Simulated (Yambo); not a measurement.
Yambo run on MgZn3S4 (space group P-43m, No. 215). The wavefunctions come from this Quantum ESPRESSO step (LDA, PseudoDojo standard norm-conserving files, scalar-relativistic):

```
&CONTROL
  calculation = 'nscf'
  pseudo_dir = './pseudo'
  outdir = './out'
/
&SYSTEM
  ibrav = 0
  nat = 8
  ntyp = 3
  ecutwfc = 84.0
  ecutrho = 336.0
  occupations = 'fixed'
  force_symmorphic = .true.
  nbnd = 318
/
&ELECTRONS
  conv_thr = 8e-09
  diago_full_acc = .true.
  diago_thr_init = 1e-08
/
ATOMIC_SPECIES
Mg 24.3050 Mg.upf
S 32.0600 S.upf
Zn 65.3800 Zn.upf
CELL_PARAMETERS angstrom
  5.454800000000   0.000000000000   0.000000000000
  0.000000000000   5.454800000000   0.000000000000
  0.000000000000   0.000000000000   5.454800000000
ATOMIC_POSITIONS crystal
Mg   0.500000000000   0.500000000000   0.500000000000
S   0.756330000000   0.756330000000   0.243670000000
S   0.756330000000   0.243670000000   0.756330000000
S   0.243670000000   0.243670000000   0.243670000000
S   0.243670000000   0.756330000000   0.756330000000
Zn   0.000000000000   0.000000000000   0.500000000000
Zn   0.500000000000   0.000000000000   0.000000000000
Zn   0.000000000000   0.500000000000   0.000000000000
K_POINTS automatic
2 2 2 0 0 0
```

Yambo input:

```
rim_cut
gw0
dyson
el_el_corr
HF_and_locXC
ppa
em1d
RandQpts= 1000000
RandGvec= 1 Ry
EXXRLvcs= 84 Ry
VXCRLvcs= 336 Ry
Chimod= "HARTREE"
% BndsRnXp
 17 | 317 |
%
NGsBlkXp= 8 Ry
% LongDrXp
 1.0 | 1.0 | 1.0 |
%
PPAPntXp= 27.2114 eV
% GbndRnge
 1 | 317 |
%
GTermKind= "BG"
DysSolver= "n"
ExtendOut
% QPkrange
 1 | 1 | 47 | 48 |
 2 | 2 | 47 | 48 |
 3 | 3 | 47 | 48 |
 4 | 4 | 47 | 48 |
%
```

k points by index: 1 = Γ, 2 = X, 3 = M, 4 = R.

Table of the .qp output:

```
#    K-point    Band    Eo [eV]    E [eV]    E-Eo [eV]    Vxc [eV]    Vnlxc [eV]    Sc|Eo [eV]    Sc|E [eV]    dSc/dw|Eo [eV]    Re(Z)    Im(Z)
#
    1    47    0.000000    -0.912262    -0.912262    -15.71400    -19.01538    2.135771    2.389114    -7.555917    0.782669    -0.001433
    1    48    2.132023    2.746752    0.614729    -11.58062    -6.995086    -3.825147    -3.970809    -6.446618    0.808465    -0.001327
    2    47    -0.884465    -1.803219    -0.918755    -14.81402    -18.28102    2.291500    2.548244    -7.603173    0.781607    -0.001478
    2    48    4.352859    4.877143    0.524284    -10.36955    -5.807235    -3.916833    -4.038026    -6.288641    0.812277    -0.001349
    3    47    -0.745730    -1.687374    -0.941644    -14.49946    -17.97133    2.265012    2.530231    -7.663207    0.780261    -0.001484
    3    48    4.700163    5.467340    0.767177    -12.57543    -7.434139    -4.184964    -4.374119    -6.708056    0.802233    -0.001390
    4    47    -0.646967    -1.538940    -0.891972    -15.40937    -18.79417    2.244242    2.492830    -7.582678    0.782067    -0.001457
    4    48    3.186514    3.912371    0.725857    -11.91843    -7.124334    -3.897960    -4.068238    -6.382437    0.810009    -0.001323
```
(The two width columns are left out.) Convergence of these settings isn't established.

Geometry of the Materials Project entry, not relaxed at this level.

The structure is a Materials Project entry; no match was found in the copy of COD used, and its stability was not checked.
